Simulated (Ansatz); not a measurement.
C:
```yaml
crystal:
  lattice:
    - [2.60049, 0.00000, 0.00000]
    - [-1.30025, 2.25209, 0.00000]
    - [0.00000, 0.00000, 2.79963]
  atoms:
    - { symbol: C, position: [0.50000, 0.00000, 0.00000] }
    - { symbol: C, position: [0.00000, 0.50000, 0.66667] }
    - { symbol: C, position: [0.50000, 0.50000, 0.33333] }
```

Tensor components refer to the Cartesian frame of this cell.

Problem. Give the proper piezoelectric stress tensor with relaxed ions from plane-wave PAW r²SCAN (Ansatz code).

Solution. In C/m², rows x, y, z, Voigt columns; mesh uncertainty up to 0.01.
```
 0.00   0.00   0.00   0.14   0.00   0.00
 0.00   0.00   0.00   0.00  -0.14   0.00
 0.00   0.00   0.00   0.00   0.00   0.00
```

The elastic tensor of the same run (GPa):

```
1210  83.1  39.7   0.0   0.0   0.0
83.1  1210  39.7   0.0   0.0   0.0
39.7  39.7  1210   0.0   0.0   0.0
 0.0   0.0   0.0   541   0.0   0.0
 0.0   0.0   0.0   0.0   541   0.0
 0.0   0.0   0.0   0.0   0.0   563
```

Problem. Convert to strain constants d = e·S.

Solution. In pC/N:
```
 0.0   0.0   0.0   0.3   0.0   0.0
 0.0   0.0   0.0   0.0  -0.3   0.0
 0.0   0.0   0.0   0.0   0.0   0.0
```

Space group P6_222. The start of the workflow was typed in or built on a structure type; neither database checked (COD, Materials Project) lists it. It is not the phase usual at ambient conditions (space group No. 194, 227). Symmetry was held in the r²SCAN relaxation; whether a distortion lowers the energy is not shown.

Potentials: the earlier of the program's two PAW sets.
